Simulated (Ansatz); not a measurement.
Consider the following.

Cu$_{3}$N:
```
CELL_PARAMETERS angstrom
      0.00000     2.78909     2.78909
      2.78909     0.00000     2.78909
      2.78909     2.78909     0.00000
ATOMIC_POSITIONS crystal
  N  0.00000 0.00000 0.00000
  Cu 0.50000 0.50000 0.50000
  Cu 0.25000 0.25000 0.25000
  Cu 0.75000 0.75000 0.75000
```

This is the PBE-relaxed structure.

Question: All from PBE (plane waves, PAW; program Ansatz), unless another level is named. Estimate the electronic character.

Answer: metallic (no gap).

Question: What about the density of states at the Fermi level?

Answer: 0.72 states/eV per atom (mean over ±0.08 eV).

Question: Next, the formation energy from the elements (no fitted shifts)?

Answer: 0.98 eV/atom.

Space group Fm-3m. The cell is a constructed one: a structure type filled with these elements; neither database checked (COD, Materials Project) lists it. COD files the formula under space group No. 221, so this cell is another polymorph or a model. Its standing as an ambient phase is unchecked. The PBE relaxation kept the symmetry of its start; its stability against distortions is not shown here. The run is not spin-polarised. The references are the lowest solids computed at this level, not always the standard phases (solids in place of the gases).

Potentials: the earlier of the program's two PAW sets.
